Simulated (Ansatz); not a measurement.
AlN:
```xyz
4
Lattice="3.1303 0.0000 0.0000 -1.5651 2.7109 0.0000 0.0000 0.0000 5.0181" Properties=species:S:1:pos:R:3 pbc="T T T"
Al     1.5651     0.9036     0.0169
Al     0.0000     1.8073     2.5260
N      1.5651     0.9036     3.1204
N      0.0000     1.8073     0.6114
```

Relaxed with PBE. Special points in fractions of this cell's reciprocal vectors: Γ (0.000, 0.000, 0.000); M (0.500, 0.000, 0.000); K (0.333, 0.333, 0.000); A (0.000, 0.000, 0.500); L (0.500, 0.000, 0.500); H (0.333, 0.333, 0.500).

Task: List the band energies nearest the valence-band maximum at these points for plane-wave PAW PBE (Ansatz code).

Result: In eV from the valence-band maximum; about four levels below and three above (degenerate sets whole), none deeper than 8.9 eV; points with the same levels are listed once.

```
k                          below                  above
-  -----------------------------  ---------------------
Γ   -0.84 -0.84 -0.20 -0.20 0.00        4.03 6.51 10.45
M        -3.29 -2.05 -1.74 -0.68         5.76 5.77 8.02
K  -3.75 -3.75 -2.41 -2.34 -2.34    5.05 8.27 9.54 9.54
A        -0.53 -0.53 -0.53 -0.53  6.31 6.31 10.18 10.18
L        -1.44 -1.44 -1.34 -1.34    5.25 5.25 9.15 9.15
H        -3.78 -3.78 -0.79 -0.79    7.35 7.35 7.71 7.71
```

Space group P6_3mc (wurtzite). Symmetry was held in the PBE relaxation.

Potentials: the later of the program's two PAW sets.
